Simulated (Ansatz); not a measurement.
VSi$_{2}$ (CrSi2 type, space group P6_222)

```
VSi2
1.0
    4.56611     0.00000     0.00000
   -2.28305     3.95437     0.00000
    0.00000     0.00000     6.36620
V Si
3 6
Direct
  0.50000   0.00000   0.50000
  0.50000   0.50000   0.83333
  0.00000   0.50000   0.16667
  0.16284   0.32568   0.50000
  0.83716   0.16284   0.83333
  0.67432   0.83716   0.16667
  0.83716   0.67432   0.50000
  0.16284   0.83716   0.83333
  0.32568   0.16284   0.16667
```

The slice is a (0001) plane (indices of the conventional cell) through the point (0.500, 0.000, 0.500) (fractional), spanned by u = [110] and v = [1 -1 0] in vectors of this cell: u (4.57 Å) and v (7.91 Å, at 90° to u). It covers one period; positions are fractions (u, v).

Computed with PBE (plane waves to 420 eV, PAW, scalar-relativistic; Ansatz, an electronic-structure program). k mesh 12×12×8. Inside the PAW spheres the values are not all-electron values, and peaks at nuclei hang on which shells count as valence. VSi2 is run without spin polarisation. VSi2 was relaxed with its symmetry unable to fall.

Three fields on this plane, each scaled to ten steps between its own extremes (0 low, 9 high; the total valence density on a logarithmic scale, the potential cut 8 eV below its top; x marks points blanked near nuclei; v = 0 in the bottom row):

Map A
```
|xxxx70135554217xxx|
|xxxx424xxxxx645xxx|
|xxx624xxxxxxx748xx|
|x93016xxxxxxx95359|
|430026xxxxxxxx5334|
|763126xxxxxxxx5457|
|xx7435xxxxxxx8669x|
|xxx6446xxxxxx77xxx|
|xxxx5347xxx9668xxx|
|xxxx6213677545xxxx|
|xxxx6200344335xxxx|
|xxxx61039x95359xxx|
|xxxx426xxxxx847xxx|
|xxx424xxxxxxx546xx|
|553107xxxxxxx71245|
|331008xxxxxxx80013|
|554217xxxxxxx70135|
|xxx645xxxxxxx424xx|
|xxxx748xxxxx624xxx|
|xxxx95359x93016xxx|
|xxxxx5334430026xxx|
|xxxxx5457763126xxx|
|xxxx8669xxx7435xxx|
|xxxx77xxxxxx6446xx|
|xx9668xxxxxxx5347x|
|77545xxxxxxxx62136|
|44335xxxxxxxx62003|
|x95359xxxxxxx61039|
|xxx847xxxxxxx426xx|
|xxxx546xxxxx424xxx|
|xxxx71245553107xxx|
|xxxx80013331008xxx|
```

Map B
```
|xxxx02677777630xxx|
|xxxx058xxxxx851xxx|
|xxx037xxxxxxx830xx|
|x00159xxxxxxx96200|
|333469xxxxxxxx8643|
|887668xxxxxxxx8888|
|xx8767xxxxxxx9899x|
|xxx8778xxxxxx88xxx|
|xxxx7678xxx9989xxx|
|xxxx8667888888xxxx|
|xxxx9643333468xxxx|
|xxxx95100x00269xxx|
|xxxx730xxxxx038xxx|
|xxx850xxxxxxx158xx|
|777620xxxxxxx03677|
|666510xxxxxxx01566|
|777630xxxxxxx02677|
|xxx851xxxxxxx058xx|
|xxxx830xxxxx037xxx|
|xxxx96200x00159xxx|
|xxxxx8643333469xxx|
|xxxxx8888887668xxx|
|xxxx9899xxx8767xxx|
|xxxx88xxxxxx8778xx|
|xx9989xxxxxxx7678x|
|88888xxxxxxxx86678|
|33468xxxxxxxx96433|
|x00269xxxxxxx95100|
|xxx038xxxxxxx730xx|
|xxxx158xxxxx850xxx|
|xxxx03677777620xxx|
|xxxx01566666510xxx|
```

Map C
```
|xxxx18974346871xxx|
|xxxx475xxxxx474xxx|
|xxx266xxxxxxx562xx|
|x04784xxxxxxx27740|
|678982xxxxxxxx8987|
|568982xxxxxxxx7975|
|xx2674xxxxxxx2751x|
|xxx1661xxxxxx55xxx|
|xxxx4762xxx1572xxx|
|xxxx2898655797xxxx|
|xxxx2898767898xxxx|
|xxxx48740x04772xxx|
|xxxx662xxxxx265xxx|
|xxx574xxxxxxx474xx|
|347981xxxxxxx17864|
|779980xxxxxxx08997|
|346871xxxxxxx18974|
|xxx474xxxxxxx475xx|
|xxxx562xxxxx266xxx|
|xxxx27740x04784xxx|
|xxxxx8987678982xxx|
|xxxxx7975568982xxx|
|xxxx2751xxx2674xxx|
|xxxx55xxxxxx1661xx|
|xx1572xxxxxxx4762x|
|55797xxxxxxxx28986|
|67898xxxxxxxx28987|
|x04772xxxxxxx48740|
|xxx265xxxxxxx662xx|
|xxxx474xxxxx574xxx|
|xxxx17864347981xxx|
|xxxx08997779980xxx|
```

Question: Assign the maps to these fields: electron localisation function (ELF); valence electron density; electrostatic potential energy of an electron, from the cell's mean.

Answer: A is the valence electron density; B is the electron localisation function (ELF); C is the electrostatic potential energy of an electron, from the cell's mean.
